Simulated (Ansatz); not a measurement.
Relaxed-ion elastic tensor of ZrCl4 in space group P2/c (No. 13; Zr on 2e, Cl on 4g, Cl on 4g) in GPa (Voigt order), plane-wave PAW LDA (Ansatz code); density 3.07 g/cm³, 25.19 Å³ per atom.

```
23.6   9.1   8.4   0.0   3.1   0.0
 9.1  22.5   9.1   0.0  -1.9   0.0
 8.4   9.1  39.3   0.0  -5.8   0.0
 0.0   0.0   0.0   9.5   0.0  -2.2
 3.1  -1.9  -5.8   0.0   7.0   0.0
 0.0   0.0   0.0  -2.2   0.0   7.0
```

Is the crystal mechanically stable?

Yes: the smallest eigenvalue of C is 4.5 GPa.

Work out the Voigt, Reuss and Hill averages.

K_V = 15.4, K_R = 14.5, K_H = 15.0; G_V = 8.6, G_R = 6.8, G_H = 7.7 GPa.

Give Young's modulus, Poisson's ratio, Pugh's ratio and the universal anisotropy index.

E = 9KG/(3K + G) = 19.8 GPa; ν = 0.28; K/G = 1.94 (ductile by the Pugh limit of 1.75); A_U = 5G_V/G_R + K_V/K_R − 6 = 1.37.

Estimate the sound speeds and the Debye temperature.

v_l = √((K + 4G/3)/ρ) = 2870 m/s, v_t = √(G/ρ) = 1590 m/s, mean 1770 m/s; Θ = (h/k)(3n/4πV)^(1/3) v_m = 179 K.

Solve the Christoffel equation for the three sound speeds along x, y, z.

Eigenvalues of C_ijkl n_j n_l equal ρv². In km/s, slowest first: x 1.45, 1.50, 2.80; y 1.36, 1.88, 2.71; z 1.40, 1.76, 3.62.

How much does each axis shrink under pressure?

Linear compressibilities β_i = Σ_j S_ij (j = 1 to 3): x 25, y 29, z 15 per TPa.

The workflow started from a Materials Project entry (that database holds measured and hypothetical structures alike); the Crystallography Open Database files this formula in space group No. 13, but the cells were not matched. Its standing as an ambient phase is unchecked. The cell was relaxed with LDA under the symmetry of its start; phonons on a q-mesh show no instability. The run is not spin-polarised. A crystal of weakly bound chains computed without a dispersion correction: the cell and the soft elastic constants depend strongly on that.

Potentials: the later of the program's two PAW sets.
